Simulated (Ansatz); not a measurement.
Method: DFT, BLYP, plane waves (420 eV) with PAW, scalar-relativistic in Ansatz 0.2.0. The PAW files were generated under PBE, with cores re-solved for the functional.

An element in the fcc structure gives this curve. The cell is scaled uniformly from the relaxed one, with fractional coordinates and shape fixed. Energies are extrapolated to zero smearing, pressures are those at the given smearing. Magnetic state: spin not included.

| V (Å³/atom) | E − E₀ (meV/atom) | P (GPa) |
| --- | --- | --- |
| 6.943 | 50.4 | 18.86 |
| 7.259 | 21.0 | 11.41 |
| 7.574 | 5.0 | 5.23 |
| 7.890 | 0.0 | 0.07 |
| 8.205 | 4.4 | -4.27 |
| 8.521 | 16.8 | -7.90 |
| 8.837 | 35.8 | -10.93 |

(1) Which element is it?
A. carbon
B. nickel
C. beryllium
D. copper

## Answers

(1) C. Its fit is V₀ = 7.89 Å³/atom, B₀ = 119 GPa, B₀′ = 3.3.
